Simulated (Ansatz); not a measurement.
TiN (rock salt)

```
TiN
1.0
    0.00000     2.11625     2.11625
    2.11625     0.00000     2.11625
    2.11625     2.11625     0.00000
N Ti
1 1
Cartesian
  0.00000   0.00000   0.00000
  2.11625   2.11625   2.11625
```

Grid over V/V₀ and (c/a)/(c/a)₀, subscript 0 meaning the relaxed cell; the conventional c axis lies along z; no internal relaxation.

Calculation: r2SCAN (plane waves to 500 eV, PAW, scalar-relativistic; Ansatz, an electronic-structure program). k mesh 19×19×19 (Γ-centred), Fermi-Dirac smearing 0.05 eV. Stress and pressure are positive under compression. With partly filled bands, the response to shear is sensitive to the k mesh, so small differences along c/a are uncertain. TiN is run without spin polarisation. TiN was relaxed with its symmetry unable to fall.

At one point of the scan the stress tensor (GPa) is:

```
    3.9      0.0      0.0
    0.0      3.9      0.0
    0.0      0.0     19.1
```

Problem. Which point is it?
(A) V/V₀ = 0.960, (c/a)/(c/a)₀ = 0.987
(B) V/V₀ = 0.987, (c/a)/(c/a)₀ = 1.013
(C) V/V₀ = 0.973, (c/a)/(c/a)₀ = 0.973
(D) V/V₀ = 0.960, (c/a)/(c/a)₀ = 1.013

Solution. C, V/V₀ = 0.973, (c/a)/(c/a)₀ = 0.973

(A scan under strain: stresses follow from slopes of the energy per volume, elastic moduli from its curvatures.)
